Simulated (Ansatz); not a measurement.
## What DFT gives for Li4CaGe2

```xyz
7
Lattice="4.7367 0.0000 0.0000 -2.3683 4.1021 0.0000 -2.3683 1.3674 6.4849" Properties=species:S:1:pos:R:3 pbc="T T T"
Ge    0.0000    2.7347    1.4322
Ge   -2.3683    4.1021    5.1837
Ca   -2.3683    4.1021    2.4202
Li    2.3683    1.3674    3.2943
Li    2.3683    1.3674    0.6602
Li    2.3683    1.3674    6.4207
Li    0.0000    2.7347    4.0401
```

Level: PBE, no spin polarisation; 420 eV; 6×6×6 Γ-centred mesh; gaussian occupations (width 0.0121 eV); Ansatz 0.2.0, fixed geometry.

Question: How is the charge shared?

Answer: Bader charges in e: Li +0.82, Ca +1.01, Ge -2.38 to -1.93. In the mean Ca gives up most and Ge takes most.

Question: Where is the largest force?

Answer: The largest is on Li6: 1.71 eV/Å, components (0.00, 0.00, -1.71). It makes 180° with the line to a nearest neighbour, Ca3 at 2.48 Å, pointing away from it.

Question: Metal or insulator?

Answer: It is a metal, with about 1.7 states/eV a cell as the mean within 0.25 eV of the Fermi level.

Question: What is the formation energy?

Answer: -0.18 eV an atom against the elements' usual phases (free molecules for gases, crystals otherwise, with no correction for O₂ or N₂), so it is bound against them; other compounds may still compete. Relaxing would lower it.

Origin: a known structure type with other elements, at an estimated volume, so it need not be a known compound. Caveats: atoms or cell far from equilibrium.
